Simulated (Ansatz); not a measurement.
A relaxation computed with Ansatz, from input to last step.

```yaml
crystal:
  lattice:
    - [3.8537470945, 0.0, 0.0]
    - [-1.9268735472, 3.3374428836, 0.0]
    - [0.0, 0.0, 3.7587468135]
  atoms:
    - { symbol: Ba, position: [0.0, 0.0, 0.0] }
    - { symbol: Nb, position: [0.6666666667, 0.3333333333, 0.5] }
basis:
  ecutwfc: 420
kpoints:
  mp_grid: { grid: [6, 6, 4] }
hamiltonian:
  xc: pbe
scf:
  occupations: { method: gaussian, width: 0.1 }
  lower_state_search: "off"
output:
  forces: true
  stress: true
  eigenvalues: true
relax:
  adjacent_minimum: "off"
  f_tol: 0.04
  max_steps: 70
  cell: { stress_tol: 0.4 }
```

```bash
ansatz run input.yaml --threads 1 --pin off --max-ram 2560MiB --backend cpu --events-out ev --progress --plain --runs-dir out
```

All numbers below come from Ansatz, DFT PBE, scalar-relativistic, plane waves, PAW.

Of 17 frames 10 are shown, positions in Å and forces in eV/Å; the SCF threshold varies from step to step. Steps run on the plane waves of an earlier cell, with a Pulay correction in the pressure. The basis is chosen afresh for the last frame, the zero of the energies, and at times for earlier ones too; energy and pressure step there, also at an unchanged geometry. Here that happened at step 12 (-94 meV/atom, 3.4 GPa); the frames before carry an error of that size.

```xyz
2
Lattice="3.8537 0.0000 0.0000 -1.9269 3.3374 0.0000 0.0000 0.0000 3.7587" Properties=species:S:1:pos:R:3:forces:R:3 pbc="T T T" step=1 free_energy_over_end_meV_per_atom=911.82 pressure_GPa=11.87
Ba    0.0000    0.0000    0.0000    0.0000    0.0000    0.0000
Nb    1.9269    1.1125    1.8794    0.0000    0.0000    0.0000
2
Lattice="3.9473 0.0000 0.0000 -1.9737 3.4185 0.0000 0.0000 0.0000 4.1243" Properties=species:S:1:pos:R:3:forces:R:3 pbc="T T T" step=3 free_energy_over_end_meV_per_atom=682.43 pressure_GPa=3.10
Ba    0.0000    0.0000    0.0000    0.0000    0.0000    0.0000
Nb    1.9737    1.1395    2.0622    0.0000    0.0000    0.0000
2
Lattice="3.8318 0.0000 0.0000 -1.9159 3.3184 0.0000 0.0000 0.0000 4.4988" Properties=species:S:1:pos:R:3:forces:R:3 pbc="T T T" step=5 free_energy_over_end_meV_per_atom=527.75 pressure_GPa=0.89
Ba    0.0000    0.0000    0.0000    0.0000    0.0000    0.0000
Nb    1.9159    1.1061    2.2494    0.0000    0.0000    0.0000
2
Lattice="3.7589 0.0000 0.0000 -1.8795 3.2553 0.0000 0.0000 0.0000 4.6821" Properties=species:S:1:pos:R:3:forces:R:3 pbc="T T T" step=6 free_energy_over_end_meV_per_atom=424.25 pressure_GPa=-0.04
Ba    0.0000    0.0000    0.0000    0.0000    0.0000    0.0000
Nb    1.8795    1.0851    2.3411    0.0000    0.0000    0.0000
2
Lattice="3.5446 0.0000 0.0000 -1.7723 3.0697 0.0000 0.0000 0.0000 5.0493" Properties=species:S:1:pos:R:3:forces:R:3 pbc="T T T" step=8 free_energy_over_end_meV_per_atom=238.62 pressure_GPa=-0.60
Ba    0.0000    0.0000    0.0000    0.0000    0.0000    0.0000
Nb    1.7723    1.0232    2.5246    0.0000    0.0000    0.0000
2
Lattice="3.2839 0.0000 0.0000 -1.6420 2.8440 0.0000 0.0000 0.0000 5.4223" Properties=species:S:1:pos:R:3:forces:R:3 pbc="T T T" step=10 free_energy_over_end_meV_per_atom=185.64 pressure_GPa=-0.54
Ba    0.0000    0.0000    0.0000    0.0000    0.0000    0.0000
Nb    1.6420    0.9480    2.7111    0.0000    0.0000    0.0000
2
Lattice="3.3445 0.0000 0.0000 -1.6723 2.8964 0.0000 0.0000 0.0000 5.3129" Properties=species:S:1:pos:R:3:forces:R:3 pbc="T T T" step=12 free_energy_over_end_meV_per_atom=83.29 pressure_GPa=3.24
Ba    0.0000    0.0000    0.0000    0.0000    0.0000    0.0000
Nb    1.6723    0.9655    2.6564    0.0000    0.0000    0.0000
2
Lattice="3.3316 0.0000 0.0000 -1.6658 2.8853 0.0000 0.0000 0.0000 5.4956" Properties=species:S:1:pos:R:3:forces:R:3 pbc="T T T" step=13 free_energy_over_end_meV_per_atom=40.95 pressure_GPa=1.50
Ba    0.0000    0.0000    0.0000    0.0000    0.0000    0.0000
Nb    1.6658    0.9618    2.7478    0.0000    0.0000    0.0000
2
Lattice="3.2406 0.0000 0.0000 -1.6203 2.8065 0.0000 0.0000 0.0000 5.8619" Properties=species:S:1:pos:R:3:forces:R:3 pbc="T T T" step=15 free_energy_over_end_meV_per_atom=1.33 pressure_GPa=0.56
Ba    0.0000    0.0000    0.0000    0.0000    0.0000    0.0000
Nb    1.6203    0.9355    2.9310    0.0000    0.0000    0.0000
2
Lattice="3.2445 0.0000 0.0000 -1.6223 2.8098 0.0000 0.0000 0.0000 5.9351" Properties=species:S:1:pos:R:3:forces:R:3 pbc="T T T" step=17 free_energy_over_end_meV_per_atom=0.00 pressure_GPa=-0.20
Ba    0.0000    0.0000    0.0000    0.0000    0.0000    0.0000
Nb    1.6223    0.9366    2.9675    0.0000    0.0000    0.0000
```

The start puts this composition into another compound's structure type, which needn't suit it. At the end the space group is P-6m2 (tolerance 0.05 Å).

It took 53 s on 1 thread of Intel(R) Xeon(R) Platinum 8259CL CPU @ 2.50GHz (Skylake/Cascade Lake), with other jobs on the host, peak memory 0.4 GiB.

The k mesh is coarse.